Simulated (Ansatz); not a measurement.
AgCl (rock salt)

```
CELL_PARAMETERS angstrom
      0.00000     5.61150     5.61150
      2.80575     0.00000     2.80575
      2.80575     2.80575     0.00000
ATOMIC_POSITIONS crystal
  Cl 0.00000 0.00000 0.00000
  Cl 0.50000 0.00000 0.00000
  Ag 0.25000 0.50000 0.50000
  Ag 0.75000 0.50000 0.50000
```

Two-dimensional scan of atom 1 (Cl, nearest neighbour Ag at 2.806 Å; its periodic images, 4.0 Å or more away, move with it): u runs along (1.000, 0.000, 0.000), v along (0.000, 0.000, 1.000) (Cartesian). Cell and other atoms are fixed.

Level of theory: PBE (plane waves to 420 eV, PAW, scalar-relativistic; Ansatz, an electronic-structure program). k mesh 4×8×8 (Γ-centred), Fermi-Dirac smearing 0.05 eV. Compression counts positive. AgCl was relaxed with its symmetry unable to fall. 

| P (GPa) | u = -0.700 | u = -0.350 | u = 0.000 | u = 0.350 | u = 0.700 |
|---|---|---|---|---|---|
| v = -0.700 | 7.3 | 5.9 | 6.2 | 6.6 | (withheld) |
| v = -0.350 | 5.9 | (withheld) | 1.0 | 2.0 | 6.6 |
| v = 0.000 | 6.2 | 1.0 | 0.0 | 1.0 | 6.2 |
| v = 0.350 | 6.6 | 2.0 | 1.0 | (withheld) | 5.9 |
| v = 0.700 | (withheld) | 6.6 | 6.2 | 5.9 | 7.3 |

Fill in the missing entries.


- v = -0.700, u = 0.700: 9.0
- v = -0.350, u = -0.350: 1.7
- v = 0.350, u = 0.350: 1.7
- v = 0.700, u = -0.700: 9.0

(For displaced atoms, the force is minus the slope of the energy, and its curvature is a force constant, which sets phonon frequencies.)
